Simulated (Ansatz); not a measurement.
Polymorphs of TaW, each relaxed with DFT-PBEsol in the program Ansatz with PAW potentials:

A: Cmcm
a = 2.6227 Å, b = 10.9682 Å, c = 4.7194 Å, α = β = γ = 90.00°

```
atom  site  symmetry       x       y       z
----  ----  --------  ------  ------  ------
Ta      4c       m2m  0.0000  0.3223  0.2500
W       4c       m2m  0.0000  0.0675  0.2500
```

B: rock salt (Fm-3m)
a = b = c = 5.313 Å, α = β = γ = 90.00°

```json
[
 {"atom": "Ta", "site": "4a", "symmetry": "m-3m", "x": "0.0000", "y": "0.0000", "z": "0.0000"},
 {"atom": "W", "site": "4b", "symmetry": "m-3m", "x": "0.5000", "y": "0.5000", "z": "0.5000"}
]
```

**Question.** Rank these by energy per atom at 0 K (lowest first), as PBEsol gives it.

**Answer.** A (+0 meV/atom), B (+888 meV/atom)

Typed or built starts, not in the databases checked: A; B. Unstable at this level: B. All cells were relaxed under the symmetry of their starts (and spin orders); stability against distortions was not tested throughout. Named crystals with no word on spin ran without spin polarisation. Scalar-relativistic: spin–orbit coupling is off unless named, which matters more the heavier the elements.

Energies hold the estimated change up to a 700 eV cutoff; steps of a few meV lie near the error of the meshes.

Potentials: the earlier of the program's two PAW sets. The files were generated under PBE; for other functionals the program regenerates the frozen cores, and for LDA and PBEsol the local potential too.
